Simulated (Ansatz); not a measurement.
# KZn2CdB2O6F: B-11 NMR of the central transition

Cell: a Materials Project structure (computed, not necessarily an observed phase).

Space group P-31c (No. 163); a = 5.0925, c = 15.4133 Å, γ = 120.00°.

```csv
site,Wyckoff,site symmetry,x,y,z
K,2a,3.2,0.0000,0.0000,0.7500
Zn,4f,3..,0.6667,0.3333,0.6163
Cd,2b,-3..,0.0000,0.0000,0.5000
B,4f,3..,0.3333,0.6667,0.5951
O,12i,1,0.6131,0.9317,0.5955
F,2c,3.2,0.6667,0.3333,0.7500
```

One atom of each set is listed.

The numbers come from a DFT calculation in Ansatz (PBE, plane waves and PAW, scalar-relativistic, 420 eV cutoff, Γ-centred 5×5×2 k-points, Fermi–Dirac smearing 0.02 eV).

B-11 has I = 3/2 and Q = 40.59 mb (Pyykkö 2018); at 9.4 T its Larmor frequency is ν₀ = 128.4 MHz. Only the quadrupole interaction is simulated: positions count from each site's isotropic chemical shift, and J coupling is left out, as are shift anisotropy and dipolar coupling, which fast spinning averages.

Task: What does the B-11 spectrum (fast magic-angle spinning) show for each site?

Result: 

```
site    first shell  C_Q (MHz)     η  P_Q (MHz)  δ_QIS (ppm)  breadth (kHz)
   B  3 O at 1.39 Å       2.39  0.00       2.39        -8.68           2.39
```

δ_QIS = −(ν_Q²/30ν₀²)[I(I+1) − 3/4](1 + η²/3) × 10⁶ ppm with ν_Q = 3|C_Q|/[2I(2I−1)]; it falls as 1/B₀² in ppm, and the breadth as 1/B₀ in kHz.

An axis of threefold or higher order runs through B, so V_zz lies along it and η is zero.
